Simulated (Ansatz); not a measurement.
Consider the following.

Ge:
```yaml
crystal:
  lattice:
    - [1.49572, -2.35465, 0.00000]
    - [1.49572, 2.35465, 0.00000]
    - [0.00000, 0.00000, 2.65950]
  atoms:
    - { symbol: Ge, position: [0.50000, 0.50000, 0.50000] }
```

This is the r²SCAN-relaxed structure.

Question: All from plane-wave PAW r²SCAN (Ansatz code), unless another level is named. Give the electronic character.

Answer: metallic (no gap).

Question: Next, the density of states at the Fermi level?

Answer: 0.38 states/eV per atom (mean over ±0.08 eV).

Question: Next, the Z2 indices of the occupied bands with spin–orbit coupling?

Answer: 0;(000).

Question: Predict the gap with spin–orbit coupling.

Answer: none (metallic).

Space group Cmmm. The first step of the workflow began from a Materials Project structure, measured or hypothetical; the Crystallography Open Database copy checked does not list it. It is not the phase usual at ambient conditions (space group No. 227). The cell was relaxed with r²SCAN under the symmetry of its start; whether a distortion lowers the energy is not shown. Scalar-relativistic: spin–orbit coupling is off unless named, which matters more the heavier the elements.

Potentials: the later of the program's two PAW sets.
